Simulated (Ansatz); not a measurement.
**Phase order of La**

Structure types of La are relaxed in primitive cells with their symmetry kept at 0 GPa, first on PAW files, then by LAPW. The enthalpy is E + pV at zero temperature, without zero-point motion. Only the types listed were tried, and differences under about 5 meV/atom are mesh noise. Not among the end structures: fcc, which may lie lower.

All numbers are LDA results (scalar-relativistic) from Ansatz 0.2.0, with Fermi–Dirac smearing of 0.05 eV, no spin polarisation. Methods: LAPW: all electrons, basis error target 0.5 meV/atom; PAW: frozen-core files, cutoff 420 eV.

k meshes: bcc 14×14×14, hcp 13×13×7.

Spin–orbit coupling is left out, which matters for the heavy atoms. The PAW files were made under PBE.

```csv
start type,ends as,"a, b, c (Å)",V (Å³/atom),"H − H(lowest), LAPW (meV/atom)"
bcc,"bcc, Im-3m","4.046, 4.046, 4.046",33.13,?
hcp,"hcp, P6_3/mmc","3.578, 3.578, 5.902",32.71,0.0
```

**Question.** What belongs in the row "bcc", column "H − H(lowest), LAPW (meV/atom)"?

**Answer.** 109.7.
